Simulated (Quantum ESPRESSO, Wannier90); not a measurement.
**Sb (R-3m): Wannier90 run**

```
Sb
1.0
   -2.17706     3.77079     0.00000
   -4.35413     0.00000     0.00000
   -2.17706     1.25693     3.82988
Sb
2
Cartesian
  2.17706  -1.25693  -0.74767
 -2.17706   1.25693   0.74767
```

Cell from Materials Project (mp-104), symmetrised, no further relaxation. This is the element's usual structure. Method: PBEsol plane waves in Quantum ESPRESSO 7.5 (PseudoDojo norm-conserving files, 64 Ry, no spin polarisation, no spin-orbit coupling), Bloch states on a 8×8×8 mesh through Γ, Wannier90 4.0.1. Density: 8×8×8 mesh, cold smearing 0.01 Ry. The cell is built of weakly bound layers, chains or molecules, whose nearest atoms lie 3.43 Å apart. Database cells relaxed without dispersion often hold them too far apart, which can enlarge gaps and weakens couplings between them; spacing and stacking were not compared with the measured crystal. Spin-orbit coupling is left out although heavy elements are present.

Base run: 8 functions from bands 11-25 of the 25 computed, start hydrogen-like Sb: s;p, frozen window up to 1.50 eV relative to the Fermi level, outer window open. One setting was then changed (edges relative to the Fermi level; misfit to pw.x on a path, for states up to 1.0 eV relative to the Fermi level).

```tsv
run	Ω_I (Å²)	rms misfit (meV)	worst (meV)
base	13.93	8.0	40
changed	20.72	8.2	53
```

Q: Which change was made?
(A) no frozen window
(B) frozen window to 2.50 eV
(C) frozen window to 3.50 eV
(D) outer window to 10.34 eV
(E) only the lowest 10 of the kept bands

A: C, frozen window to 3.50 eV. The others give:

| run | Ω_I (Å²) | rms misfit (meV) | worst (meV) |
|---|---|---|---|
| frozen window to 2.50 eV | 16.82 | 5.0 | 43 |
| no frozen window | 10.81 | 295 | 1242 |
| outer window to 10.34 eV | 14.55 | 5.6 | 34 |
| only the lowest 10 of the kept bands | 15.42 | 5.3 | 31 |
